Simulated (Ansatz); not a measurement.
**Run record: phonons of GaN (P6_3mc)**

The sound run that this one varies used LDA, PAW on Ansatz 0.2.0's default frozen-core files (fitted under PBE), scalar-relativistic.

This run repeats it with other settings: magnetization = {'spin_polarized': True} (was left out); scf.algorithm = density_mixing (was left out).

Launched as:

```sh
ansatz run input.yaml --threads 1 --pin off --max-ram 3072MiB --backend cpu --events-out ev --progress --plain --runs-dir out
```

input.yaml:

```yaml
crystal:
  lattice:
    - [3.18302209718, 0.0, 0.0]
    - [-1.59151104859, 2.75657799697, 0.0]
    - [0.0, 0.0, 5.18927683057]
  atoms:
    - { symbol: Ga, position: [0.333333333333, 0.666666666667, -0.000757209757], spin: 0.5 }
    - { symbol: Ga, position: [0.666666666667, 0.333333333333, 0.499242790243], spin: -2.0 }
    - { symbol: "N", position: [0.333333333333, 0.666666666667, 0.375757209757], spin: 0.5 }
    - { symbol: "N", position: [0.666666666667, 0.333333333333, 0.875757209757], spin: 1.0 }
kpoints:
  mp_grid: { grid: [6, 6, 4] }
scf:
  occupations: { method: fixed }
  algorithm: density_mixing
hamiltonian:
  xc: lda
  pseudopotentials: { kind: paw }
phonons:
  supercell: [1, 1, 1]
magnetization:
  spin_polarized: true
```

Output (shortened where marked):

```
Warning: RAYON_NUM_THREADS=1 ignored (pool sized by the plan → 1); use --threads N
Engine: ansatz 0.2.0, aarch64-unknown-linux-gnu
Pseudopotentials: kind: paw
Pseudopotential: Ga, paw, valence charge 13, recommended cutoff 420 eV (normal), Ga.paw.azcp
Pseudopotential: N, paw, valence charge 5, recommended cutoff 420 eV (normal), N.paw.azcp
Functional definition: SPW92
  exchange = slater_x
  correlation = pw_c
Crystal: 4 atoms, lattice volume = 45.532 Å³
Basis set: ecut = 420 eV, 893 PW (Γ)
Bands: 24, of which v1, the nominal top of the filled ones, is band 18 counted from 1 (17 counted from 0)
Symmetry: 6 space group operations
Space group: P3m1 (ITA 156), of the structure as read, at distance tolerance 3.6e-5 Å
Magnetic group: BNS 156.49 (UNI 1279), of the structure as read, at distance tolerance 3.6e-5 Å
k-points: 24 of 144 (time reversal used)
Non-local potential: Ga, projectors of the file, l = 0: 2, l = 1: 2, l = 2: 3, l = 3: 1
Non-local potential: N, projectors of the file, l = 0: 2, l = 1: 2, l = 2: 1
PAW form: soft (Blöchl's): semilocal exchange-correlation on the pseudo side does not see the compensation charge
PAW frozen core: Ga, regenerated for the run's functional, and the local potential with it (the file was generated under x = pbe(κ = 0.804, μ = 0.2195149727645171), c = pbe(β = 0.06672455060314922))
PAW frozen core: N, regenerated for the run's functional, and the local potential with it (the file was generated under x = pbe(κ = 0.804, μ = 0.2195149727645171), c = pbe(β = 0.06672455060314922))
PAW one-centre angular grid: Ga, 590 points (default); XC on 64 Gauss nodes
PAW one-centre angular grid: N, 110 points (default); XC on 64 Gauss nodes
Initial density: superposition of atomic densities (chi_scale 0.1, normalization cell, long waves kept (reshape's long-wave potential 0.00 eV rms))
Starting moments: Σ|m| = 4 μB on 4 of 4 sites
Starting magnetic order: compensated ferrimagnet; no operation exchanges its spin sublattices
[... 57 lines left out ...]
SCF iter   3: F=—  HF=-8164.160860 eV  |F-HF|=—  |Δ(HF+E_count)|=  1.76e-10  Δρ=3.83e-7 (↑3.83e-7 ↓3.83e-7)  dr2=6.40e-11  dr2_m=0.00e0  M=0.000 μB ∫|m|=0.000 μB  β_m=0.52  ethr=2.40e-12  ⟨swp⟩=2.3  Hψ=1621  notcnv=0  defer=60
SCF iter   4: F=-8164.160860 eV  HF=-8164.160860 eV  |F-HF|=6.37e-12  |Δ(HF+E_count)|=  4.55e-12  Δρ=5.49e-8 (↑5.49e-8 ↓5.49e-8)  dr2=2.62e-12  dr2_m=0.00e0  M=0.000 μB ∫|m|=0.000 μB  ethr=1.00e-12  ⟨swp⟩=4.0  Hψ=4696  notcnv=0
SCF 6 converged in 4 iterations: F = -8164.160860 eV  dr2 = 2.62e-12
SCF converged after 3 iterations
Magnetization: 0.0000 μB (18.0000 up, 18.0000 down)
Absolute magnetization: 0.0000 μB (∫|ρ↑−ρ↓|)
Spin contamination: 0.0000 ħ² per cell (⟨S²⟩ above its minimum at these occupations)
Per-site moments (μB) at R_I (Å): [(0.0, 0.8028224630821673), (0.0, 0.8028224630821672), (0.0, 0.8028224630821672), (0.0, 0.8028224630821673)]
Free energy (F): -8164.160907 eV
Harris-Foulkes:  -8164.160907 eV  (|F-HF|=1.82e-12)
Internal energy: -8164.160907 eV  (E = F + TS)
E sigma→0 (E₀):  -8164.160907 eV
Fermi energy:    9.381753 eV
--- Per-component energies (eV) ---
  E_band       = -23.424435
  E_kinetic    = 493.609087
  E_local      = -3905.611287  (includes V_loc(G=0)·N_el)
  E_nonlocal   = 955.203597
  E_hartree    = 1791.940560
  E_xc         = -255.494153
  E_vxc        = -268.188154  (∫ρ·V_xc dr)
  E_paw        = -4070.331010  (= ΣΔE_a)
  E_vpaw       = -882.318975  (= ΣTr[D̂ρ^β])
  E_aug_tail   = 0.000095  (compensation charges beyond the density's cutoff)
  E_ewald      = -3177.094844
  E_core_change = 3.617048  (= ΣΔE_core)
  E_smearing   = -0.000000  (= −TS)
  E_closure    = 0.000000  (closes the sum)
  Σ components = -8164.160907   (vs F -8164.160907, Δ=0.00e0)
--- Forces (eV/Å), atoms counted from 1 ---
  atom   1  Ga     0.00000000    -0.00000000    -0.00002897
  atom   2  Ga     0.00000000     0.00000000    -0.00002897
  atom   3  N      0.00000000    -0.00000000     0.00003000
  atom   4  N      0.00000000     0.00000000     0.00003000
  max |Σ_I F_I| component: 2.07e-6 eV/Å
--- Phonons: 4 displaced members + reference (amplitude 0.0025 Å, Σ member SCF iterations 23) ---
  symmetry images taken by strict's conditions (phonons.symmetry_images: auto; settled by no image being taken that strict refuses); asymmetry of the core-correction force 2.9e-8 eV/Å at the most on a site, 9.3e-8 eV/Å summed ...
  ASR residual: 3.250e-4 → 0.000e0 eV/Å²; symmetrization residual: 1.966e-4 eV/Å²
  largest component of a force at the reference: 3.0e-5 eV/Å
  ASR residual per site (eV/Å²): 3.25e-4 3.25e-4 1.52e-4 1.52e-4
  Γ frequencies (cm⁻¹): 0.00 0.00 0.00 141.19 141.19 325.63 513.52 536.60 536.60 543.45 543.45 671.55
  density of states and harmonic sums: on the 22×22×12 q-mesh, interpolated from the force constants of a 1×1×1 supercell (no non-analytic term)
  largest difference from the sums on the solved wave vectors: F 3.28e-1 eV, S 5.87e-4 and C_V 2.58e-4 eV/K
```

Self-consistency was reached.

### Changed settings

A Kohn-Sham response run of a crystal whose listed input keys are changed from those of a sound run with the other settings (a changed key overrides); changes are against the sound run.

- Ending: converged
- Highest phonon change: 0 %
- Largest phonon shift: 0 cm⁻¹

Caveats: cell scaled away from its relaxed volume; frozen-core PAW files fitted under PBE, their cores solved anew for the functional of the run; zone-boundary modes aren't tested.

Time and hardware: 23 s on 1 thread of Arm Neoverse V2, with other jobs on the host, peak memory 0.37 GiB.
